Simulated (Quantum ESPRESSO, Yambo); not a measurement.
For CsLiWO$_{4}$ (space group I-4, No. 82), Yambo gives the independent-particle static dielectric constant along x as 3.08 on PBEsol bands and 2.72 after a scissor of 1.82 eV widens every gap (4×4×4 mesh, 117 bands, 3 Ry local-field block, 0.2 eV broadening). Axes are Cartesian, with cell vectors (Å) (-3.00, 3.00, 4.41), (3.00, -3.00, 4.41), (3.00, 3.00, -4.41).

Q: A scissor keeps the position matrix elements. In a one-oscillator model, how does ε − 1 scale, and what mean transition energy do the two values imply?

A: Each transition adds |r|²/E to ε − 1, so ε − 1 ∝ 1/(E0 + Δ). Then (2.72 − 1)/(3.08 − 1) = E0/(E0 + Δ) = 0.827, and E0 = Δ(ε' − 1)/(ε − ε') = 8.7 eV. The computed Im ε, weighted by 1/E up to 20 eV, has its mean at 9.1 eV; the smallest direct PBEsol gap is 4.50 eV. The scissor comes from a G0W0 run whose convergence isn't established. Convergence of the RPA response with its 4×4×4 mesh was not tested.

Bands from Quantum ESPRESSO.

Spin-orbit coupling is not included.

Geometry of the Materials Project entry, not relaxed at this level; primitive cell a = 6.1169 Å, b = 6.1169 Å, c = 6.1169 Å, α = 121.29°, β = 121.29°, γ = 87.78°.

The structure is a Materials Project entry; no match was found in the copy of COD used, and its stability was not checked.
